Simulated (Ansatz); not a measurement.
Consider the following.

FePO4:
```
FePO4
1.0
    3.91503     2.60946     0.00000
   -3.91503     2.60946     0.00000
    0.00000     0.00000     6.38904
Fe P O
2 2 8
Direct
  0.00000   0.00000   0.00000
  0.00000   0.00000   0.50000
  0.34684   0.65316   0.75000
  0.65316   0.34684   0.25000
  0.23917   0.76083   0.94666
  0.76083   0.23917   0.05334
  0.76083   0.23917   0.44666
  0.23917   0.76083   0.55334
  0.21960   0.29390   0.75000
  0.78040   0.70610   0.25000
  0.29390   0.21960   0.25000
  0.70610   0.78040   0.75000
```
The run is spin-polarised, in the one order tried: antiferromagnetic.

This is the HSE06-relaxed structure.

Q: All from DFT-HSE06 in the program Ansatz with PAW potentials, unless another level is named. Predict the net moment.

A: 0.00 μB per atom.

Q: And the Bader charges?

A: Fe +2.05, P +3.88, O -1.49 to -1.48 e.

Space group Cmcm. The first step of the workflow began from a Materials Project structure, measured or hypothetical; the Crystallography Open Database copy checked does not list it. COD files the formula under space group No. 14, 61, 62, 152. Whether it is the stable phase at ambient conditions was not checked. Symmetry was held in the HSE06 relaxation, as lowered by the spin order; its stability against distortions is not shown here. Magnetic state: antiferromagnetic, the only order run, not a proven ground state. Other orbital occupations within this spin state were not tried.

Potentials: the later of the program's two PAW sets.
